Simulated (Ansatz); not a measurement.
Na2Te (anti-fluorite)

```
Na2Te
1.0
    0.00000     3.63932     3.63932
    3.63932     0.00000     3.63932
    3.63932     3.63932     0.00000
Na Te
2 1
Cartesian
  1.81966   1.81966   1.81966
  5.45899   5.45899   5.45899
  0.00000   0.00000   0.00000
```

The relaxed cell is deformed in two ways at once: its volume V is scaled, and at that volume it is stretched along z (the c axis of the conventional cell) so that c/a changes. Fractional atomic positions are held.

All values below come from r2SCAN (plane waves to 500 eV, PAW, scalar-relativistic; Ansatz, a first-principles code). k mesh 8×8×8 (Γ-centred), Fermi-Dirac smearing 0.05 eV. Compression counts positive. Na2Te was relaxed with its symmetry unable to fall. Spin-orbit coupling is left out, though Te is heavy.

At one point of the scan the stress tensor (GPa) is:

```
  -0.45     0.00     0.00
   0.00    -0.45     0.00
   0.00     0.00    -1.36
```

Problem. Which point is it?
A. V/V₀ = 1.040, (c/a)/(c/a)₀ = 0.960
B. V/V₀ = 1.020, (c/a)/(c/a)₀ = 1.080
C. V/V₀ = 1.040, (c/a)/(c/a)₀ = 1.040
D. V/V₀ = 1.020, (c/a)/(c/a)₀ = 0.960

Solution. C, V/V₀ = 1.040, (c/a)/(c/a)₀ = 1.040

(Under strain, the slope of the energy per volume gives the stress and its curvature an elastic modulus.)
